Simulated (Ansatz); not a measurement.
Ge2Pt:
```
CELL_PARAMETERS angstrom
     -1.78829     1.78829     3.93832
      1.78829    -1.78829     3.93832
      1.78829     1.78829    -3.93832
ATOMIC_POSITIONS crystal
  Pt 0.00000 0.00000 0.00000
  Ge 0.33871 0.33871 0.00000
  Ge 0.66129 0.66129 0.00000
```

Relaxed with PBEsol. Special points in fractions of this cell's reciprocal vectors: Γ (0.000, 0.000, 0.000); X (0.000, 0.000, 0.500); P (0.250, 0.250, 0.250); N (0.000, 0.500, 0.000); M (0.500, 0.500, -0.500); S (0.302, 0.698, -0.302); S0 (-0.302, 0.302, 0.302); R (-0.103, 0.103, 0.500); G (0.500, 0.500, -0.103).

List the band energies nearest the Fermi level at these points for PBEsol (plane waves, PAW; program Ansatz).

In eV from the Fermi level; about four levels below and three above (degenerate sets whole), none deeper than 8.9 eV; points with the same levels are listed once.

```tsv
k	below	above
Γ	-4.27 -4.27 -4.20 -4.10 -2.96	0.76 0.86 2.02 2.02
X	-2.08 -1.91 -1.68 -0.34	0.56 2.89 4.01
P	-3.09 -3.09 -2.42 -2.08 -0.39	0.36 2.40 2.40
N	-4.11 -3.25 -2.10 -0.57	2.39 3.22 3.62
M	-3.29 -3.29 -2.92 -1.62 -1.62	0.12 5.62 5.87
S	-4.17 -3.34 -3.23 -2.28	1.71 1.91 2.64
R	-3.97 -3.49 -2.09 -1.58	0.27 1.86 3.73
```

Space group I4/mmm (MoSi2 or CaC2 type). The cell is a constructed one: a structure type filled with these elements; neither database checked (COD, Materials Project) lists it. COD files the formula under space group No. 58, so this cell is another polymorph or a model. Whether it is the stable phase at ambient conditions was not checked. The PBEsol relaxation kept the symmetry of its start; of distortions, only those at the zone centre were tested. No spin polarisation was allowed. Scalar-relativistic: spin–orbit coupling is off unless named, which matters more the heavier the elements.

Potentials: the later of the program's two PAW sets.
